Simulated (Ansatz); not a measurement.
Cu Kα1 powder pattern (kinematic, no thermal factors).
```csv
2θ (°),relative intensity
10.71,17
21.51,4
23.45,13
28.04,100
32.48,2
34.29,5
35.61,4
39.29,4
44.88,2
46.60,22
46.61,45
47.95,2
51.87,1
52.80,3
55.27,27
55.30,14
55.59,1
59.99,2
66.69,1
68.02,7
68.07,3
75.12,5
75.14,11
86.50,15
86.53,7
```

The pattern is computed from a structure relaxed with DFT PBE, scalar-relativistic, plane waves, PAW in Ansatz. No spin polarisation. Its elements are Al, Ga, P.

Give the structure.

Al$_{2}$GaP$_{3}$.
Space group I-4m2 (No. 119). a = 3.895 Å, b = 3.895 Å, c = 16.514 Å, α = 90.00°, β = 90.00°, γ = 90.00°
```csv
atom,site,symmetry,x,y,z
Al,4e,2mm.,0.5000,0.5000,0.1667
Ga,2a,-4m2,0.0000,0.0000,0.0000
P,4f,2mm.,0.5000,0.0000,0.4163
P,2c,-4m2,0.0000,0.5000,0.2500
```

A pattern alone doesn't exclude other cells with like lines; this is the one computed.

It was reached by relaxing an invented guess, and it needn't be the stable form of this composition.
